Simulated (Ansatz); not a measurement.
OsFI as a Janus 1T monolayer, relaxed with r2SCAN. In-plane lattice: a = 3.770 Å, b = 3.770 Å, γ = 120.0°; thickness between the outer nuclei 2.25 Å. Around Os lie 3 F at 2.39 Å and 3 I at 2.52 Å; around F lie 3 Os at 2.39 Å; around I lie 3 Os at 2.52 Å.

The questions ask for values computed with Ansatz on this geometry. All values are calculated for a non-magnetic cell, which may be hypothetical.

(1) What gap does LDA give, and where are the band edges?

(2) How does the gap change from LDA to PBE (12×12×1)?

(3) How does the gap change from LDA to PBE+SOC (12×12×1)?

(4) How does the gap change from LDA to r2SCAN (12×12×1)?

(5) What does HSE06 give for the gap (6×6×1 mesh)?

(6) Roughly how does the cost of the PBE0 run (6×6×1) compare with r2SCAN's (12×12×1)?

Answers

(1) With LDA the valence top lies at K–Γ (0.75 of the way from K) and the conduction bottom at K, 1.29 eV higher; the smallest vertical gap, at K–Γ (0.25 of the way from K), is 1.46 eV.

(2) The PBE gap is indirect, 1.38 eV (K–Γ (0.75 of the way from K) to K), below the direct gap of 1.56 eV at K–Γ (0.25 of the way from K). The gap differs by +0.09 eV from LDA's.

(3) The PBE+SOC gap is indirect, 1.12 eV (Γ–M (0.33 of the way from Γ) to k = (1/4, 1/3, 0)), below the direct gap of 1.19 eV at K–Γ (0.25 of the way from K). Spin-orbit coupling itself accounts for -0.259 eV. The gap differs by -0.17 eV from LDA's.

(4) With r2SCAN the valence top lies at K–Γ (0.75 of the way from K) and the conduction bottom at K, 1.69 eV higher; the smallest vertical gap, at k = (1/4, 1/3, 0), is 1.92 eV. The gap differs by +0.40 eV from LDA's.

(5) The HSE06 gap is indirect, 2.56 eV (K–Γ (0.75 of the way from K) to K), below the direct gap of 2.75 eV at K. The gap differs by +1.27 eV from LDA's.

(6) About 12 times as much (19 core-minutes against 100 core-seconds, on 4 threads of Arm Neoverse N1, with other jobs on the host).

Only the levels marked +SOC include spin-orbit coupling.

Where an edge lies off the special points, it is a point of the mesh or the k point where a search put PBE's edge or least direct gap, reused for the other functionals, whose own edges may lie a little apart.

Coordinates of k points refer to the reciprocal vectors of the primitive cell of the runs.

The meshes of the hybrids are coarse, so their gaps aren't converged to the digits shown.

For some runs the program warns that the potential is rough where the density is thin, which bears on empty states near the vacuum.
